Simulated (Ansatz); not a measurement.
## Vibrational response of TiAl at 15 GPa

Theory: Ansatz, DFT LDA, scalar-relativistic, plane waves, PAW. Plane waves to 420 eV; Γ-centred k mesh 16×16×10; Fermi-Dirac smearing of 0.15 eV. No spin polarisation. Phonons by linear response, acoustic sum rule imposed.

The cell, relaxed at 15 GPa:
```xyz
2
Lattice="2.6792 0.0000 0.0000 0.0000 2.6792 0.0000 0.0000 0.0000 3.8707" Properties=species:S:1:pos:R:3 pbc="T T T"
Ti    0.0000    0.0000    0.0000
Al    1.3396    1.3396    1.9354
```

In a metal, frequencies and elastic constants depend on the k mesh and the smearing, soft modes and shear constants most. Other phases may be more stable at this pressure.

(1) Is this structure stable against zone-centre distortions?

(2) List the optical modes at Γ (i marks imaginary ones).

Results:

(1) Yes, at Γ: no optical mode is imaginary. Strains and other wave vectors aren't tested by this run.

(2)
```json
{"frequency (THz)": "9.34", "degeneracy": "2"}
{"frequency (THz)": "11.39", "degeneracy": "1"}
```

Cost: 1 run of about 1.2 core-minutes, on Intel Xeon Platinum 8259CL (Skylake/Cascade Lake) (shared hosts).